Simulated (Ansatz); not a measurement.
**Structures of CsZn: which is lowest?**

Plane-wave DFT in Ansatz with scalar-relativistic PAW potentials, cutoff 420 eV, Γ-centred meshes chosen by cell and gap, Gaussian smearing with energies taken to zero width. Every cell was relaxed (cell and atoms) in a run of its own, within the symmetry of its start. Functional: PBE.

Relaxed structures (starts from databases or built by putting these elements on another compound's sites):
A. F-43m, 2 atoms in the computed cell, a = 8.603 Å; sites (symmetry × multiplicity) Cs -43m × 4, Zn -43m × 4; start: built
B. Pm-3m, 2 atoms in the computed cell, a = 4.580 Å; sites (symmetry × multiplicity) Cs m-3m × 1, Zn m-3m × 1; start: built

**Question.** Rank them by energy. Could pressure change the order?

**Answer.**
```tsv
structure	group	E − E(lowest) (meV/atom)	V (Å³/atom)	gap on mesh (eV)
B	Pm-3m	0.0	48.04	0.00
A	F-43m	225	79.59	0.00
```

B is lowest, 225 meV/atom under A. The lowest is also the densest of these, so pressure wouldn't bring one of the others in at first order. Other structures may lie lower than all of these, and vibrations aren't counted.

Spin-orbit coupling is left out, which matters for the bands of heavy elements.